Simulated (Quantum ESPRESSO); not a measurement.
# Si2PAlC4: convergence and cost over cutoff and k mesh

Computed values, not a measurement. The program is pw.x of Quantum ESPRESSO 7.5 (plane-wave density functional theory). The cell is made up: 8 atoms on a zincblende/diamond lattice, with randomly drawn elements, strain and displacements, not relaxed. PseudoDojo standard norm-conserving files (v0.5 for PBE, v0.4.1 for LDA and PBEsol) set the functional; there is no spin polarisation, spin-orbit coupling or dispersion term, and the masses in the input are unused placeholders.

Input of the run in row 4:

```
&control calculation='scf', pseudo_dir='./dojo.nc.sr.pbe.v0_5.standard.upf', outdir='./o', disk_io='medium', tprnfor=.true., tstress=.true. /
&system ibrav=0, nat=8, ntyp=4, nbnd=22, ecutwfc=82.02448710, nosym=.true., tot_charge=0,
 occupations='smearing', smearing='fd', degauss=0.0018374661
/
&electrons conv_thr=7.350e-09, electron_maxstep=60, /
ATOMIC_SPECIES
Al 1.0 Al.upf
C 1.0 C.upf
P 1.0 P.upf
Si 1.0 Si.upf
CELL_PARAMETERS angstrom
4.3686 0.0513 -0.0769
0.0513 4.3615 -0.0118
-0.0769 -0.0118 4.3418
ATOMIC_POSITIONS angstrom
Si -0.0507 0.0858 0.0532
P 0.0061 2.208 2.182
Al 2.1495 0.0627 2.202
Si 2.2609 2.1771 -0.0269
C 1.1538 1.0666 1.0247
C 1.0334 3.3275 3.2215
C 3.2618 1.1812 3.2152
C 3.3159 3.3774 1.0221
K_POINTS automatic
4 4 4 1 1 1
```

The same cell was run at these settings. Meshes are shifted by half a step, and differences are from the last row, which is itself not exact.

| cutoff (eV) | k mesh | k points solved | threshold (eV) | free energy less the last row's (eV) | pressure (GPa) | largest stress difference (GPa) | largest force difference (eV/Å) | iterations | wall time (s) | k-point pools | processor |
| --- | --- | --- | --- | --- | --- | --- | --- | --- | --- | --- | --- |
| 781 | 2 x 2 x 2 | 4 | 1e-04 | 0.763 | 5.78 | 2.29 | 0.093 | 8 | 16 | 1 | AMD EPYC, Zen 5 class |
| 1116 | 1 x 1 x 1 | 1 | 1e-07 | 9.214 | 13.80 | 6.36 | 0.727 | 12 | 20 | 1 | AMD EPYC, Zen 5 class |
| 662 | 4 x 4 x 4 | 32 | 1e-07 | 0.839 | 1.95 | 6.09 | 0.019 | 12 | 66 | 1 | AMD EPYC, Zen 5 class |
| 1116 | 4 x 4 x 4 | 32 | 1e-07 | 0.007 | 7.96 | 0.06 | 0.003 | 11 | 127 | 1 | AMD EPYC, Zen 5 class |
| 1347 | 6 x 6 x 6 | 108 | 1e-07 | 0.000 | 8.02 | 0.00 | 0.000 | 11 | 71 | 4 | Intel Xeon, 2023 or later |

Each pool is one process. Wall times include start-up and a band step at six k points, which weighs most on the coarsest meshes. The runs were on shared virtual cores whose load varied, so times are rough.